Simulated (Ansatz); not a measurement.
**Computed scan of one atom of the cell: AlRu (CsCl type)**

Relaxed AlRu (CsCl type):

```yaml
crystal:
  lattice:
    - [2.97635, 0.00000, 0.00000]
    - [0.00000, 2.97635, 0.00000]
    - [0.00000, 0.00000, 2.97635]
  atoms:
    - { symbol: Al, position: [0.00000, 0.00000, 0.00000] }
    - { symbol: Ru, position: [0.50000, 0.50000, 0.50000] }
```

In this cell atom 1 (Al, nearest neighbour Ru at 2.578 Å; its periodic images, 3.0 Å or more away, move with it) is moved by s along Cartesian [111], unit vector (0.577, 0.577, 0.577); all other atoms and the cell stay fixed.

Computed with PBEsol (plane waves to 420 eV, PAW, scalar-relativistic; Ansatz, a first-principles code). k mesh 13×13×13 (Γ-centred), Fermi-Dirac smearing 0.05 eV. The energy includes the smearing's −TS. Compression counts positive. With partly filled bands, energies and forces of such displacements shift with the k mesh and the smearing. F∥ is the force on the atom along that direction. AlRu is run without spin polarisation. AlRu was relaxed with its symmetry unable to fall. The zero of ΔE is the undisplaced structure.

```tsv
s (Å)	ΔE (meV/cell)	P (GPa)	F∥ (eV/Å)
-0.520	1426	24.0	6.961
-0.416	828	14.7	4.673
-0.312	432	8.0	3.037
-0.208	182	3.4	1.824
-0.104	44	0.8	0.856
0.000	0	-0.1	0.000
0.104	44	0.8	-0.856
0.208	182	3.4	-1.824
0.312	432	8.0	-3.037
0.416	828	14.7	-4.673
0.520	1426	24.0	-6.961
```

What the scan shows:

| Quantity | Value |
|---|---|
| Energy at s = 0.520 Å | 1426 meV/cell |
| Force along the line at s = -0.520 Å | 6.96 eV/Å |
| Symmetry of the curve | even: the same for both signs |
| Shape of the curve | a single well with its minimum at or next to zero displacement |
| Force constant k = d²E/ds² at s = 0 (finite differences) | 8.06 eV/Å² |
| Harmonic estimate at the end of the scan | ½ks² = 1089 meV/cell against the computed 1426 meV/cell, so the well is stiffer than harmonic there |
| Zone-centre optical wavenumber from k | 321 cm⁻¹ |

The 11 points together took about 40 core-seconds (a rough figure).

(A displaced cell: forces are minus the slopes of the energy, force constants its curvatures, and phonons follow from these.)
